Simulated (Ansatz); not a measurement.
Relaxed-ion elastic tensor of TiAl (CsCl type, Pm-3m) in GPa (Voigt order), DFT-PBEsol in the program Ansatz with PAW potentials; density 3.95 g/cm³, 15.72 Å³ per atom.

```
78.9   138   138   0.0   0.0   0.0
 138  78.9   138   0.0   0.0   0.0
 138   138  78.9   0.0   0.0   0.0
 0.0   0.0   0.0  74.7   0.0   0.0
 0.0   0.0   0.0   0.0  74.7   0.0
 0.0   0.0   0.0   0.0   0.0  74.7
```

**Question.** Is the crystal mechanically stable?

**Answer.** No: the smallest eigenvalue of C is -59.4 GPa.

The workflow started from a Materials Project entry (that database holds measured and hypothetical structures alike); the Crystallography Open Database copy checked does not list it. With Ti and Al taken as one species the cell has the higher symmetry Im-3m, so it may be an ordered model of a mixed-site phase. It is not the phase usual at ambient conditions (space group No. 123). Symmetry was held in the PBEsol relaxation. At this level the phase is mechanically unstable. The run is not spin-polarised. As this level gives no gap, shear constants depend on the k-mesh and smearing (Fermi–Dirac, 0.1 eV here).

Potentials: the earlier of the program's two PAW sets.
